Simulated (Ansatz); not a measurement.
## NbNO₃ in Ansatz, settings compared

Launch command:

```bash
ansatz run input.yaml --threads 1 --pin off --max-ram 2560MiB --backend cpu --events-out ev --progress --plain --runs-dir out
```

The input file (Ansatz 0.2.0, plane waves):

```yaml
crystal:
  lattice:
    - [1.945789, -4.365195, 0.0]
    - [0.0, 2.616264, -3.999527]
    - [5.869341, 0.0, 0.0]
  atoms:
    - { symbol: Nb, position: [0.0, 0.0, 0.0] }
    - { symbol: Nb, position: [0.0, 0.5, 0.5] }
    - { symbol: "N", position: [0.5, 0.75, 0.75] }
    - { symbol: "N", position: [0.5, 0.25, 0.25] }
    - { symbol: O, position: [0.986, 0.75, 0.75] }
    - { symbol: O, position: [0.5, 0.236, 0.75] }
    - { symbol: O, position: [0.014, 0.264, 0.75] }
    - { symbol: O, position: [0.014, 0.25, 0.25] }
    - { symbol: O, position: [0.5, 0.764, 0.25] }
    - { symbol: O, position: [0.986, 0.736, 0.25] }
  symmetry: { tolerance: 0.0003 }
kpoints:
  mp_grid: { grid: [5, 5, 5], shift: [0, 0, 0] }
magnetization:
  spin_polarized: false
scf:
  occupations: { method: cold, width: 0.0258 }
hamiltonian:
  pseudopotentials: { kind: paw }
  xc: pbe
basis:
  ecutwfc: 420
output:
  forces: true
  stress: true
  eigenvalues: true
```

Origin of the cell: a known structure type with other elements, at an estimated volume, so it need not be a known compound.

Output of this run (shortened):

```
Warning: crystal.lattice misses the space group found at crystal.symmetry.tolerance 3.0e-4 in a digit that the deck types, which is why this is a warning: making the lattice exact moves one o […]
Pseudopotentials: kind: paw
Pseudopotential: Nb, paw, valence charge 13, recommended cutoff 420 eV (normal), Nb.paw.azcp
Pseudopotential: N, paw, valence charge 5, recommended cutoff 420 eV (normal), N.paw.azcp
Pseudopotential: O, paw, valence charge 6, recommended cutoff 420 eV (normal), O.paw.azcp
Functional definition: PBE
  exchange = pbe_x(kappa = kappa, mu = beta*pi^2/3)
  correlation = pbe_c(beta = beta)
Crystal: 10 atoms, lattice volume = 102.471 Å³
Basis set: ecut = 420 eV, 1973 PW (Γ), exchange–correlation on 64×64×80 points (8 copies of the dense FFT grid, shifted against one another)
Bands: 46, of which v1, the nominal top of the filled ones, is band 36 counted from 1 (35 counted from 0)
Symmetry: 12 space group operations
[… 8 lines left out …]
Initial density: superposition of atomic densities (neutral atoms: chi_scale 0, normalization atom), corrected by the library's trained network
Functional: x = pbe(κ = 0.804, μ = 0.219515), c = pbe(β = 0.066725)
SCF iter   1: F=—  HF=-13262.934495 eV  Δρ=2.66e-2  dr2=1.05e0
SCF iter   2: F=—  HF=-13262.852572 eV  S|Δr|=    0.00e0  Δρ=1.15e-2  dr2=2.36e-1
SCF iter   3: F=—  HF=-13262.833206 eV  S|Δr|=    0.00e0  Δρ=4.10e-3  dr2=1.38e-2  defer=4
SCF iter   4: F=—  HF=-13262.832249 eV  S|Δr|=    0.00e0  Δρ=1.52e-3  dr2=4.15e-3  defer=71
SCF iter   5: F=—  HF=-13262.832030 eV  S|Δr|=    0.00e0  Δρ=5.14e-4  dr2=5.08e-4  defer=71
SCF iter   6: F=—  HF=-13262.832003 eV  S|Δr|=    0.00e0  Δρ=6.57e-5  dr2=7.86e-6  defer=71
SCF iter   7: F=—  HF=-13262.832032 eV  S|Δr|=    0.00e0  Δρ=2.06e-5  dr2=7.11e-7  defer=71
SCF iter   8: F=-13262.832032 eV  HF=-13262.832032 eV  S|Δr|=    0.00e0  Δρ=2.96e-6  dr2=6.47e-9
SCF 1 converged in 8 iterations: F = -13262.832032 eV  dr2 = 6.47e-9
SCF converged after 8 iterations
Stability not checked: this state was not tested for a lower state beside it, because cold or Methfessel-Paxton smearing, or corrected tetrahedra, fill the levels in a way that the test cannot read (fill_not_monotonic; […]
Free energy (F): -13262.832032 eV
Harris-Foulkes:  -13262.832032 eV  (|F-HF|=2.80e-9)
Internal energy: -13262.829888 eV  (E = F + TS)
E sigma→0 (E₀):  -13262.831317 eV
Entropy (-TS):   -0.002144 eV (-0.214 meV/atom)
Fermi energy:    8.999478 eV
--- Per-component energies (eV) ---
  E_band       = -326.149173
  E_kinetic    = 2095.922945
  E_local      = -4326.892673  (includes V_loc(G=0)·N_el)
  E_nonlocal   = 615.441688
  E_hartree    = 1443.613558
  E_xc         = -909.854166
  E_vxc        = -1137.752664  (∫ρ·V_xc dr)
  E_paw        = -7343.167031  (= ΣΔE_a)
  E_vpaw       = -460.110638  (= ΣTr[D̂ρ^β])
  E_aug_tail   = 0.015053  (compensation charges beyond the density's cutoff)
  E_ewald      = -4837.909263
  E_smearing   = -0.002144  (= −TS)
  Σ components = -13262.832032   (vs F -13262.832032, Δ=0.00e0)
--- Forces (eV/Å), atoms counted from 1 ---
  atom   1  Nb     0.000000    -0.000000     0.000000
  atom   2  Nb     0.000000     0.000000    -0.000000
[… 3 lines left out …]
  atom   6  O     -0.000000    -0.389936     0.596100
  atom   7  O      0.290006    -0.260665    -0.596100
  atom   8  O      0.290006    -0.650601     0.000000
  atom   9  O      0.000000     0.389936    -0.596100
  atom  10  O     -0.290006     0.260665     0.596100
  max |Σ_I F_I| component: 1.11e-16 eV/Å
--- Stress (GPa, compression-positive) ---
       35.841494      -0.340309      -0.222611
       -0.340309      36.453253      -0.099229
       -0.222611      -0.099229      36.540036
  P = ⅓ Tr σ = 36.2783 GPa (362.783 kbar)
```

The same input was run again with these changes:

1. `scf.mixing.preconditioner` default → ldos
2. `scf.lower_state_search` default → "off"
3. `scf.initial_density.chi_scale` default → 0.0; `basis.ecutrho_ratio` default → 8
4. `basis.ecutrho_ratio` default → 12

| run | end | SCF iterations | P (GPa) | max force component (eV/Å) | moment (μB) | ΔE(σ→0) (meV/atom) |
| --- | --- | --- | --- | --- | --- | --- |
| base | converged | 8 | 36.28 | 0.651 | – | 0 |
| 1 | converged | 9 | 36.28 | 0.651 | – | 0.00 |
| 2 | converged | 8 | 36.28 | 0.651 | – | 0.00 |
| 3 | converged | 10 | 36.28 | 0.651 | – | -0.01 |
| 4 | converged | 8 | 36.28 | 0.651 | – | -0.01 |

Energies are compared only where functional, datasets, charge and starting cell are the same.

Caveats of the base run: no moments, though an odd count or open d shells may carry them; the given cell is far from equilibrium, with atoms too close or a volume far off; the k mesh is coarse if the cell is a metal.

The base run took 5.6 s on 1 thread of Arm Neoverse V1, with other jobs on the host, peak memory 0.38 GiB, from the program's own first density.
